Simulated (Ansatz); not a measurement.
Is this Na3SF structure a true minimum?

It was reached by relaxing an invented guess, and it needn't be the stable form of this composition.

Computed with Ansatz 0.2.0, DFT PBE, scalar-relativistic, plane waves, PAW. Cutoff 420 eV; k points 6×6×6 on the computed 5-atom cell (Γ-centred); Gaussian smearing, width 0.02 eV; no spin polarisation.

The cell below (5 atoms, space group Pm-3m (No. 221)) is relaxed within its symmetry.

```
Na S F
1.0
     4.45283    0.00000    0.00000
     0.00000    4.45283    0.00000
     0.00000    0.00000    4.45283
Na S F
3 1 1
Direct
  0.50000 0.00000 0.00000
  0.00000 0.50000 0.00000
  0.00000 0.00000 0.50000
  0.50000 0.50000 0.50000
  0.00000 0.00000 0.00000
```

For the test a repeat of it with 10 atoms (edges 4.45, 4.45, 8.91 Å) was strained at random (σ = 1.5 % a component), the atoms were moved at random (σ = 0.05 Å), and all was relaxed again on a coarse 4×4×2 mesh (in the run’s order of axes) with 0.10 eV smearing, with no symmetry imposed.

Question: Is the structure stable against such a distortion?

Answer: It returns, within 1 meV/atom of the unmoved cell on that mesh and with the same symmetry when read at 0.1 Å (P1 at 0.01 Å, so small strains and shifts remain). So it is stable against the distortions that fit this cell and that this random move excites. Modes that don't fit the cell aren't tested.
